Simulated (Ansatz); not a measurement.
4 guesses for Ga2PdS3 and where they end

All numbers below come from DFT PBE, scalar-relativistic, plane waves, PAW (Ansatz 0.2.0). All cells share a 420 eV cutoff and Γ-centred k meshes spaced at most about 0.3 Å⁻¹ (about 0.25 or finer for metals, 2π included). No spin polarisation in the final relaxations.

Each guess was relaxed in cell and atoms at zero pressure, within the symmetry of its start. Temperature and zero-point effects are left out. Coordination counts S atoms around Ga and Pd (those within 1.25 times the shortest such distance or 1.15 times the sum of covalent radii, 1.27 where that leaves under three; a plus sign parts nearer from farther groups; the shortest distance is added where it exceeds 1.18 times the sum of covalent radii).

```
guess      made from  start group  V start (Å³/atom)  end group  V end (Å³/atom)               coordination at the end  gap on mesh (eV)  E over the lowest end (meV/atom)
    1    random cell         P6mm               25.1     P6/mmm             29.4  Ga 6 from 3.0 Å, Pd 12+12 from 4.8 Å                 0                               695
    2  Ti2CuSb3 type        P-4m2               20.7      P-4m2             18.6                          Ga 4+2, Pd 4                 0                                 0
    3    random cell       P6/mmm               25.2     P6/mmm             27.7                 Ga 6 from 3.6 Å, Pd 2                 0                               471
    4   ErB2Ru3 type       P6/mmm               20.0          ?                ?                                     ?                 ?                                 ?
```

Guess 4 as it starts:

```
Ga Pd S
1.0
     6.30462    0.00000    0.00000
    -3.15231    5.45996    0.00000
     0.00000    0.00000    3.47925
Ga Pd S
2 1 3
Direct
  0.33333 0.66667 0.00000
  0.66667 0.33333 0.00000
  0.00000 0.00000 0.00000
  0.50000 0.00000 0.50000
  0.50000 0.50000 0.50000
  0.00000 0.50000 0.50000
```

Question: Fill in the missing row: what does this guess relax into, and where does it rank?

Answer: It ends in space group P6/mmm (No. 191), with a = 6.496 Å, c = 3.297 Å, 20.1 Å³/atom and no gap. It lies 0.45 eV/atom over the lowest end, above guess 2 and below guess 3. Counting S atoms around Ga and Pd, this end has Ga 6, Pd 12 from 3.6 Å and the lowest (guess 2) has Ga 4+2, Pd 4.

```
Ga Pd S
1.0
     6.49581    0.00000    0.00000
    -3.24791    5.62554    0.00000
     0.00000    0.00000    3.29677
Ga Pd S
2 1 3
Direct
  0.33333 0.66667 0.00000
  0.66667 0.33333 0.00000
  0.00000 0.00000 0.00000
  0.50000 0.00000 0.50000
  0.50000 0.50000 0.50000
  0.00000 0.50000 0.50000
```

The zero of energy is the elements' standard structures at the same level; no fitted shifts are applied.

Question: Is the lowest end bound against the elements?

Answer: Yes: its formation energy is −0.21 eV/atom. Whether it is stable depends on the other phases of the system, which aren't compared here.

No dispersion correction is applied, so the spacing and binding between layers, chains or molecules are poorly described (P-4m2), and this can change margins and order among such cells. A magnetic state wasn't ruled out in cells without spin, among them P6/mmm at 20.1 Å³/atom. The reference form of S is held partly by dispersion forces, which this level lacks. Cells relaxed within their symmetry can be saddle points. A lower structure may well exist outside this small set. Some structure types and database cells were kept out of the candidates from the start, so a known form may be missing.
